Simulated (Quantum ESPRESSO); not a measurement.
pw.x input (Quantum ESPRESSO 7.5; LDA, PseudoDojo standard norm-conserving files, scalar-relativistic):

```
&CONTROL
  calculation = 'scf'
  pseudo_dir = './pseudo'
  outdir = './out'
  tprnfor = .true.
  tstress = .true.
/
&SYSTEM
  ibrav = 0
  nat = 12
  ntyp = 3
  ecutwfc = 88.0
  ecutrho = 352.0
  occupations = 'smearing'
  smearing = 'fd'
  degauss = 0.002
  nbnd = 48
/
&ELECTRONS
  conv_thr = 1.2e-09
/
ATOMIC_SPECIES
C 12.0110 C.upf
O 15.9990 O.upf
Na 22.9898 Na.upf
CELL_PARAMETERS angstrom
  5.210570005000   0.000000000000   0.000000000000
 -2.605285003000   4.512485993000   0.000000000000
  0.000000000000   0.000000000000   6.072660000000
ATOMIC_POSITIONS crystal
C   0.666666667000   0.333333333000   0.250000000000
C   0.333333333000   0.666666667000   0.750000000000
O   0.809635500000   0.619271000000   0.250000000000
O   0.190364500000   0.380729000000   0.750000000000
O   0.190364500000   0.809635500000   0.750000000000
O   0.809635500000   0.190364500000   0.250000000000
O   0.380729000000   0.190364500000   0.250000000000
O   0.619271000000   0.809635500000   0.750000000000
Na   0.333333333000   0.666666667000   0.250000000000
Na   0.666666667000   0.333333333000   0.750000000000
Na   0.000000000000   0.000000000000   0.500000000000
Na   0.000000000000   0.000000000000   0.000000000000
K_POINTS automatic
6 6 4 0 0 0
```

End of the output:

```

[...]
     the Fermi energy is     4.3568 ev
!    total energy              =    -587.70347001 Ry
     estimated scf accuracy    <          8.6E-12 Ry
     smearing contrib. (-TS)   =      -0.00000000 Ry
     internal energy E=F+TS    =    -587.70347001 Ry
     The total energy is F=E-TS. E is the sum of the following terms:
     one-electron contribution =    -335.94773080 Ry
     hartree contribution      =     198.49826055 Ry
     xc contribution           =    -111.73834171 Ry
     ewald contribution        =    -338.51565805 Ry
     convergence has been achieved in  12 iterations
     Forces acting on atoms (cartesian axes, Ry/au):
     atom    1 type  1   force =    -0.00000000   -0.00000000   -0.00000000
     atom    2 type  1   force =    -0.00000000   -0.00000000    0.00000000
     atom    3 type  2   force =     0.00000000   -0.01385469    0.00000000
     atom    4 type  2   force =    -0.00000000    0.01385469    0.00000000
     atom    5 type  2   force =     0.01199851   -0.00692734   -0.00000000
     atom    6 type  2   force =    -0.01199851    0.00692734    0.00000000
     atom    7 type  2   force =     0.01199851    0.00692734   -0.00000000
     atom    8 type  2   force =    -0.01199851   -0.00692734    0.00000000
     atom    9 type  3   force =     0.00000000    0.00000000    0.00000000
     atom   10 type  3   force =     0.00000000   -0.00000000   -0.00000000
     atom   11 type  3   force =     0.00000000    0.00000000    0.00000000
     atom   12 type  3   force =     0.00000000    0.00000000    0.00000000
     Total force =     0.033937     Total SCF correction =     0.000006
     Computing stress (Cartesian axis) and pressure
          total   stress  (Ry/bohr**3)                   (kbar)     P=      -31.61
  -0.00027845  -0.00000000   0.00000000          -40.96       -0.00        0.00
  -0.00000000  -0.00027845  -0.00000000           -0.00      -40.96       -0.00
   0.00000000   0.00000000  -0.00008780            0.00        0.00      -12.92
```
In a gapped system the printed Fermi energy is only some level inside the gap.

Geometry of the Materials Project entry, not relaxed at this level.
